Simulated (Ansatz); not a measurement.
**Zn3CdSe4: zone-centre modes**

Computed with DFT PBEsol, scalar-relativistic, plane waves, PAW (Ansatz). Cutoff 420 eV, Γ-centred 6×6×6 k-points, Gaussian smearing of 0.05 eV. No spin polarisation.

Reference structure (relaxed at this level; it needn't be the usual structure):

```
CELL_PARAMETERS angstrom
5.74526 0.00000 0.00000
0.00000 5.74526 0.00000
0.00000 0.00000 5.74526
ATOMIC_POSITIONS crystal
Zn 0.00000 0.50000 0.50000
Zn 0.50000 0.50000 0.00000
Zn 0.50000 0.00000 0.50000
Cd 0.00000 0.00000 0.00000
Se 0.73871 0.73871 0.26129
Se 0.73871 0.26129 0.73871
Se 0.26129 0.73871 0.73871
Se 0.26129 0.26129 0.26129
```

Harmonic modes by finite displacements of 0.02 Å, without the LO–TO term.

Problem. At this geometry, is the structure stable against these modes?

Solution. Yes: no mode is imaginary beyond 10 cm⁻¹, and only the three translations lie near zero.

Problem. List the wavenumbers in cm⁻¹.

Solution. 0, 0, 0, 53, 53, 53, 67, 67, 67, 180, 180, 180, 185, 185, 191, 198, 198, 198, 200, 200, 200, 210, 210, 210.

Cost: 1 run of about 6.9 core-minutes, on Arm Neoverse V2 (shared hosts).